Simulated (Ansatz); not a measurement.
Kick test of a cell of AlGa₃Sb₄

It was reached by relaxing an invented guess, and it needn't be the stable form of this composition.

Computed with Ansatz 0.2.0, DFT PBE, scalar-relativistic, plane waves, PAW. Cutoff 420 eV; k points 8×8×4 on the computed 8-atom cell (Γ-centred); Gaussian smearing, width 0.10 eV; no spin polarisation.

The cell below (8 atoms, space group P-4m2 (No. 115)) is relaxed within its symmetry.

```xyz
8
Lattice="4.3983 0.0000 0.0000 0.0000 4.3983 0.0000 0.0000 0.0000 12.4214" Properties=species:S:1:pos:R:3 pbc="T T T"
Al    0.0000    0.0000    6.2107
Ga    0.0000    0.0000    0.0000
Ga    2.1991    2.1991    3.0999
Ga    2.1991    2.1991    9.3214
Sb    2.1991    0.0000    1.5503
Sb    0.0000    2.1991    4.6554
Sb    2.1991    0.0000    7.7659
Sb    0.0000    2.1991   10.8711
```

For the test it was strained at random (σ = 1.5 % a component), the atoms were moved at random (σ = 0.10 Å), and all was relaxed again on a coarse 6×6×2 mesh (in the run’s order of axes) with 0.20 eV smearing, with no symmetry imposed.

Spin–orbit coupling, which can matter for Sb, is left out.

Q: Does it come back?

A: It returns, within 1 meV/atom of the unmoved cell on that mesh and with the same symmetry when read at 0.1 Å. So it is stable against the distortions that fit this cell and that this random move excites. Modes that don't fit the cell aren't tested.
